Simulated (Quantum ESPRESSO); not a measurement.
Si6PAl, input and log of a self-consistent run

Computed values, not a measurement. The program is pw.x of Quantum ESPRESSO 7.5 (plane-wave density functional theory). The cell is made up: 8 atoms on a zincblende/diamond lattice, with randomly drawn elements, strain and displacements, not relaxed. PseudoDojo standard norm-conserving files (v0.5 for PBE, v0.4.1 for LDA and PBEsol) set the functional; there is no spin polarisation, spin-orbit coupling or dispersion term, and the masses in the input are unused placeholders.

Input:

```
&control calculation='scf', pseudo_dir='./dojo.nc.sr.pbe.v0_5.standard.upf', outdir='./o', disk_io='medium', tprnfor=.true., tstress=.true. /
&system ibrav=0, nat=8, ntyp=3, nbnd=26, ecutwfc=44.02568797, nosym=.true., tot_charge=0,
 occupations='smearing', smearing='fd', degauss=0.0073498644
/
&electrons conv_thr=7.350e-09, electron_maxstep=60, /
ATOMIC_SPECIES
Al 1.0 Al.upf
P 1.0 P.upf
Si 1.0 Si.upf
CELL_PARAMETERS angstrom
5.418 -0.0316 -0.0143
-0.0316 5.3154 0.0699
-0.0141 0.0691 5.3293
ATOMIC_POSITIONS angstrom
Si 0.0501 0.0286 0.0054
Si 0.0504 2.6726 2.6941
Si 2.6949 -0.0073 2.6517
P 2.7651 2.6382 -0.0086
Si 1.3788 1.3497 1.3452
Si 1.2636 4.0802 4.0835
Al 4.0693 1.3672 4.014
Si 4.0899 3.9363 1.3543
K_POINTS automatic
6 6 6 1 1 1
```

The log is shortened where brackets say so; the opening notice, blank lines, dates and the lines on written files are dropped, and the path of the files is cut. It prints rydbergs, bohrs and kilobars, and counts compression as positive stress.

```
     Program PWSCF v.7.5
     Parallel version (MPI & OpenMP), running on       1 processor cores
     Number of MPI processes:                 1
     Threads/MPI process:                     1
     [start-up lines left out]
     bravais-lattice index     =            0
     lattice parameter (alat)  =      10.2387  a.u.
     unit-cell volume          =    1035.4991 (a.u.)^3
     number of atoms/cell      =            8
     number of atomic types    =            3
     number of electrons       =        32.00
     number of Kohn-Sham states=           26
     kinetic-energy cutoff     =      44.0257  Ry
     charge density cutoff     =     176.1028  Ry
     scf convergence threshold =      7.3E-09
     mixing beta               =       0.7000
     number of iterations used =            8  plain     mixing
     Exchange-correlation= PBE
                           (   1   4   3   4   0   0   0)
     [axes and pseudopotential details left out]
   Cartesian axes
     site n.     atom                  positions (alat units)
         1        Si     tau(   1) = (   0.0092468   0.0052786   0.0009967  )
         2        Si     tau(   2) = (   0.0093021   0.4932715   0.4972397  )
         3        Si     tau(   3) = (   0.4973874  -0.0013473   0.4894141  )
         4        P      tau(   4) = (   0.5103439   0.4869225  -0.0015873  )
         5        Si     tau(   5) = (   0.2544798   0.2491090   0.2482784  )
         6        Si     tau(   6) = (   0.2332178   0.7530669   0.7536760  )
         7        Al     tau(   7) = (   0.7510551   0.2523389   0.7408486  )
         8        Si     tau(   8) = (   0.7548572   0.7265078   0.2499580  )
     number of k points=   108  Fermi-Dirac smearing, width (Ry)=  0.0073
     Number of k-points >= 100: set verbosity='high' to print them.
     Dense  grid:    40897 G-vectors     FFT dimensions: (  45,  45,  45)
     Estimated max dynamical RAM per process >      50.49 MB
     Initial potential from superposition of free atoms
     starting charge      31.9937, renormalised to      32.0000
     Starting wfcs are   32 randomized atomic wfcs
     total cpu time spent up to now is        5.1 secs
     per-process dynamical memory:    44.5 Mb
     Self-consistent Calculation
     iteration #  1     ecut=    44.03 Ry     beta= 0.70
     Davidson diagonalization with overlap
     ethr =  1.00E-02,  avg # of iterations =  5.3
     Threshold (ethr) on eigenvalues was too large:
     Diagonalizing with lowered threshold
     Davidson diagonalization with overlap
     ethr =  8.33E-04,  avg # of iterations =  1.8
     total cpu time spent up to now is       36.8 secs
     total energy              =     -69.19009620 Ry
     estimated scf accuracy    <       0.28621772 Ry
     iteration #  2     ecut=    44.03 Ry     beta= 0.70
     Davidson diagonalization with overlap
     ethr =  8.94E-04,  avg # of iterations =  2.0
     total cpu time spent up to now is       48.8 secs
     total energy              =     -69.20860506 Ry
     estimated scf accuracy    <       0.05503289 Ry
     iteration #  3     ecut=    44.03 Ry     beta= 0.70
     Davidson diagonalization with overlap
     ethr =  1.72E-04,  avg # of iterations =  6.2
     total cpu time spent up to now is       65.2 secs
     total energy              =     -69.22389719 Ry
     estimated scf accuracy    <       0.02029037 Ry
     iteration #  4     ecut=    44.03 Ry     beta= 0.70
     Davidson diagonalization with overlap
     ethr =  6.34E-05,  avg # of iterations =  4.8
     total cpu time spent up to now is       78.1 secs
     total energy              =     -69.22774842 Ry
     estimated scf accuracy    <       0.00042654 Ry
     iteration #  5     ecut=    44.03 Ry     beta= 0.70
     Davidson diagonalization with overlap
     c_bands:  1 eigenvalues not converged
     c_bands:  1 eigenvalues not converged
     c_bands:  1 eigenvalues not converged
     c_bands:  1 eigenvalues not converged
     c_bands:  1 eigenvalues not converged
     c_bands:  1 eigenvalues not converged
     c_bands:  1 eigenvalues not converged
     c_bands:  1 eigenvalues not converged
     c_bands:  1 eigenvalues not converged
     c_bands:  1 eigenvalues not converged
     c_bands:  1 eigenvalues not converged
     c_bands:  1 eigenvalues not converged
     c_bands:  1 eigenvalues not converged
     ethr =  1.33E-06,  avg # of iterations = 11.7
     total cpu time spent up to now is      100.8 secs
     total energy              =     -69.22791138 Ry
     estimated scf accuracy    <       0.00008577 Ry
     iteration #  6     ecut=    44.03 Ry     beta= 0.70
     Davidson diagonalization with overlap
     ethr =  2.68E-07,  avg # of iterations =  2.9
     total cpu time spent up to now is      114.8 secs
     total energy              =     -69.22793315 Ry
     estimated scf accuracy    <       0.00001001 Ry
     iteration #  7     ecut=    44.03 Ry     beta= 0.70
     Davidson diagonalization with overlap
     ethr =  3.13E-08,  avg # of iterations =  2.0
     total cpu time spent up to now is      129.6 secs
     total energy              =     -69.22793500 Ry
     estimated scf accuracy    <       0.00000026 Ry
     iteration #  8     ecut=    44.03 Ry     beta= 0.70
     Davidson diagonalization with overlap
     ethr =  8.04E-10,  avg # of iterations =  4.0
     total cpu time spent up to now is      155.7 secs
     total energy              =     -69.22793519 Ry
     estimated scf accuracy    <       0.00000009 Ry
     iteration #  9     ecut=    44.03 Ry     beta= 0.70
     Davidson diagonalization with overlap
     ethr =  2.70E-10,  avg # of iterations =  2.0
     total cpu time spent up to now is      173.8 secs
     total energy              =     -69.22793521 Ry
     estimated scf accuracy    <       0.00000001 Ry
     iteration # 10     ecut=    44.03 Ry     beta= 0.70
     Davidson diagonalization with overlap
     ethr =  4.21E-11,  avg # of iterations =  2.0
     total cpu time spent up to now is      192.6 secs
     End of self-consistent calculation
     Number of k-points >= 100: set verbosity='high' to print the bands.
     the Fermi energy is     6.8396 ev
!    total energy              =     -69.22793521 Ry
     estimated scf accuracy    <          1.6E-10 Ry
     smearing contrib. (-TS)   =      -0.00126420 Ry
     internal energy E=F+TS    =     -69.22667101 Ry
     The total energy is F=E-TS. E is the sum of the following terms:
     one-electron contribution =      19.47819064 Ry
     hartree contribution      =       4.98765849 Ry
     xc contribution           =     -25.01393702 Ry
     ewald contribution        =     -68.67858312 Ry
     convergence has been achieved in  10 iterations
     Forces acting on atoms (cartesian axes, Ry/au):
     atom    1 type  3   force =    -0.00437195   -0.00825312    0.02342745
     atom    2 type  3   force =     0.00703322    0.01121495   -0.01027333
     atom    3 type  3   force =     0.02243220   -0.01430555   -0.01195204
     atom    4 type  2   force =    -0.03522247    0.02369337    0.01684987
     atom    5 type  3   force =     0.01245477    0.00533861   -0.00110375
     atom    6 type  3   force =     0.03185397   -0.02348460   -0.01296014
     atom    7 type  1   force =    -0.01531643   -0.01494609   -0.02190154
     atom    8 type  3   force =    -0.01886330    0.02074244    0.01791347
     Total force =     0.088414     Total SCF correction =     0.000013
     Computing stress (Cartesian axis) and pressure
          total   stress  (Ry/bohr**3)                   (kbar)     P=       76.10
   0.00045041   0.00002802   0.00001326           66.26        4.12        1.95
   0.00002802   0.00055278  -0.00010778            4.12       81.32      -15.86
   0.00001326  -0.00010778   0.00054881            1.95      -15.86       80.73
     init_run     :      4.98s CPU      5.09s WALL (       1 calls)
     electrons    :    169.36s CPU    187.46s WALL (       1 calls)
     forces       :      3.03s CPU      3.06s WALL (       1 calls)
     stress       :     10.29s CPU     10.34s WALL (       1 calls)
     [timing details left out]
     PWSCF        :   3m 7.75s CPU   3m26.17s WALL
     JOB DONE.
```

In other units: free energy -941.894 eV for the cell, pressure 7.61 GPa, largest force component 0.906 eV/Å. A rerun of this cell at 838 eV and a 8 x 8 x 8 mesh moved values by no more than 0.002 eV in energy, 0.02 GPa in stress and 0.004 eV/Å in force.